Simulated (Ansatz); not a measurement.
# A trial form of TaAl₂ZnN₄

Level of theory: DFT PBE, scalar-relativistic, plane waves, PAW (Ansatz 0.2.0). Cutoff 420 eV, Gaussian smearing, Γ-centred meshes. Cell and atoms relax first on a coarse mesh and then on a finer one. In between, the cell is made exact in the group found at 0.06 Å. In metals the finer mesh still leaves noise of several meV/atom or more. The steps can't lower the symmetry of their start. No spin polarisation in the relaxation; trial moments died out in a coarse test.

A trial structure of TaAl₂ZnN₄ was built thus: perovskite family, infinite layers (P4/mmm, No. 123) (A site Ta Zn; B site Al). Lengths were set from tabulated atomic sizes, so they are only a guess.

```
Ta Al Zn N
1.0
     4.06156    0.00000    0.00000
     0.00000    4.06156    0.00000
     0.00000    0.00000    5.15346
Ta Al Zn N
1 2 1 4
Direct
  0.50000 0.50000 0.00000
  0.00000 0.00000 0.75000
  0.00000 0.00000 0.25000
  0.50000 0.50000 0.50000
  0.50000 0.00000 0.75000
  0.00000 0.50000 0.75000
  0.50000 0.00000 0.25000
  0.00000 0.50000 0.25000
```

Energies over the elements count from the elements' standard structures at the same level (N₂ as a molecule), with no fitted energy shifts.

Problem. Which structure results?

Solution. The symmetry stays P4/mmm (No. 123). The volume per atom stays near 10.6 Å³. The shortest distance goes from 2.03 Å (Al–N) to 1.90 Å (Al–N). The ratio c/a of the conventional cell changes by a factor of 1.28. The energy falls by about 0.45 eV/atom (the start's value is from the coarse mesh). Conventional cell: a = 3.745 Å, c = 6.066 Å. Ta has 8 N at 2.28 Å, 2 Zn at 3.03 Å and 8 Al at 3.10 Å; around Al lie 4 N at 1.90 Å, 1 Al at 2.84 Å, 4 Zn at 3.01 Å and 4 Ta at 3.10 Å; Zn is surrounded by 8 N at 2.55 Å, 8 Al at 3.01 Å and 2 Ta at 3.03 Å; N is surrounded by 2 Al at 1.90 Å, 2 Ta at 2.28 Å and 2 Zn at 2.55 Å.

```xyz
8
Lattice="3.7453 0.0000 0.0000 0.0000 3.7453 0.0000 0.0000 0.0000 6.0657" Properties=species:S:1:pos:R:3 pbc="T T T"
Ta    1.8727    1.8727    0.0000
Al    0.0000    0.0000    4.4542
Al    0.0000    0.0000    1.6115
Zn    1.8727    1.8727    3.0328
N     1.8727    0.0000    4.7594
N     0.0000    1.8727    4.7594
N     1.8727    0.0000    1.3063
N     0.0000    1.8727    1.3063
```

Problem. How does it come out in energy, and is it a metal?

Solution. The formation energy is −0.20 eV/atom and the gap on the 10×10×6 mesh of the 8-atom cell is 0 eV (a metal).

Whether it is stable depends on the other phases of the system, which aren't compared here.

The last run used Gaussian smearing of 0.10 eV. Spin–orbit coupling, which can matter for Ta, is left out. A structure relaxed within its symmetry needn't be a true minimum.
